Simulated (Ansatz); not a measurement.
The relaxed structure here is a generated cell of Co2Si: the first start was made by placing the elements on the sites of a structure type, and the end was not matched to a known phase here, so it may be hypothetical.

One stationary structure of Co2Si. Space group P6₄22 (No. 181). All values below come from PBE (plane waves to 420 eV, PAW, scalar-relativistic; Ansatz, an electronic-structure program).

```cif
data_Co6Si3
_chemical_formula_sum 'Si3 Co6'
_space_group_name_H-M_alt 'P6422'
_space_group_IT_number 181
_space_group_name_Hall 'P 64 2 (0 0 2)'
_cell_length_a 4.29425
_cell_length_b 4.29425
_cell_length_c 6.16127
_cell_angle_alpha 90.000
_cell_angle_beta 90.000
_cell_angle_gamma 120.000
loop_
_atom_site_label
_atom_site_type_symbol
_atom_site_symmetry_multiplicity
_atom_site_Wyckoff_symbol
_atom_site_fract_x
_atom_site_fract_y
_atom_site_fract_z
_atom_site_occupancy
Si1 Si 3 d 0.50000 0.00000 0.50000 1
Co1 Co 6 j 0.17392 0.34784 0.50000 1
```

Give the magnetic moment at the level PBE.

Net 0.60 μB/atom, ferromagnetic.

Spin state reached: ferromagnetic (net 0.60 μB/atom), from parallel starting moments; other spin orders were not run from this start.

The run could not lower the symmetry of its start; a shaken copy of this end point relaxes with PBE to C2 (No. 5), 0.04 eV/atom lower.
